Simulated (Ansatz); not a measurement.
Relaxed BN (wurtzite):

```xyz
8
Lattice="5.1091 0.0000 0.0000 -1.2773 2.2123 0.0000 0.0000 0.0000 4.2246" Properties=species:S:1:pos:R:3 pbc="T T T"
B      1.2773     0.7374     4.2242
B      3.8318     0.7374     4.2242
B      0.0000     1.4749     2.1119
B      2.5545     1.4749     2.1119
N      1.2773     0.7374     2.6416
N      3.8318     0.7374     2.6416
N      0.0000     1.4749     0.5293
N      2.5545     1.4749     0.5293
```

The atoms are displaced by Q × the pattern below (from a DFPT mode at M = (0.5, 0.0, 0.0), largest move 1; Q in Å), at fixed cell. (q is in reciprocal vectors of the primitive cell; the cell shown is doubled to hold the pattern.)

| atom | x | y | z |
|---|---|---|---|
| B1 | 0.345 | 0.199 | 0.620 |
| B2 | -0.345 | -0.199 | -0.620 |
| B3 | -0.345 | -0.199 | 0.620 |
| B4 | 0.345 | 0.199 | -0.620 |
| N5 | 0.730 | 0.422 | -0.537 |
| N6 | -0.730 | -0.422 | 0.537 |
| N7 | -0.730 | -0.422 | -0.537 |
| N8 | 0.730 | 0.422 | 0.537 |

Level of theory: PBE (plane waves to 420 eV, PAW, scalar-relativistic; Ansatz, a program for electronic structure). k mesh 15×15×8 (Γ-centred), Fermi-Dirac smearing 0.05 eV. Energies are smeared free energies. BN was relaxed with its symmetry unable to fall. ΔE is measured from the undisplaced structure.

The scan covers Q from -0.100 to 0.100 Å in 13 points.

Question: Which space group does the distorted structure have?

Answer: Pmn2_1 (No. 31), lowered from P6_3mc.

Question: What is the energy change at Q = 0.100 Å?

Answer: 1090 meV/cell.

Question: What harmonic wavenumber does the curvature at Q = 0 give?

Answer: 859 cm⁻¹.

(A displaced cell: forces are minus the slopes of the energy, force constants its curvatures, and phonons follow from these.)
